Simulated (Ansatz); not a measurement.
Relaxing In$_{3}$Bi in the ReO3 type

First guess:

```
CELL_PARAMETERS angstrom
5.11065 0.00000 0.00000
0.00000 5.11065 0.00000
0.00000 0.00000 5.11065
ATOMIC_POSITIONS crystal
Bi 0.00000 0.00000 0.00000
In 0.50000 0.00000 0.00000
In 0.00000 0.50000 0.00000
In 0.00000 0.00000 0.50000
```

Method: Ansatz 0.2.0, DFT, PBEsol, PAW with Ansatz's default frozen-core files, scalar-relativistic.

Cell and atoms relax within the symmetry of the start on a 7×7×7 k mesh with 0.05 eV Fermi–Dirac smearing.

The start is built from a prototype, known or not as a phase of this compound; the cutoff is 420 eV.

No spin–orbit coupling, which matters for the heavy atoms here.

Problem. What is the pressure of the first guess?

Solution. 21.8 GPa.

Problem. What does it relax to?

Solution. a = 6.053 Å, b = 6.053 Å, c = 6.053 Å, α = 90.00°, β = 90.00°, γ = 90.00° (conventional cell), 55.43 Å³ per atom:
```cif
data_structure
_symmetry_space_group_name_H-M 'Pm-3m'
_symmetry_Int_Tables_number 221
_cell_length_a 6.0525
_cell_length_b 6.0525
_cell_length_c 6.0525
_cell_angle_alpha 90.000
_cell_angle_beta 90.000
_cell_angle_gamma 90.000
_cell_volume 221.72
loop_
_atom_site_label
_atom_site_type_symbol
_atom_site_symmetry_multiplicity
_atom_site_Wyckoff_symbol
_atom_site_fract_x
_atom_site_fract_y
_atom_site_fract_z
_atom_site_occupancy
Bi1 Bi 1 a 0.00000 0.00000 0.00000 1
In1 In 3 d 0.50000 0.00000 0.00000 1
```

Problem. How much energy does the relaxation release?

Solution. 1010 meV/atom.
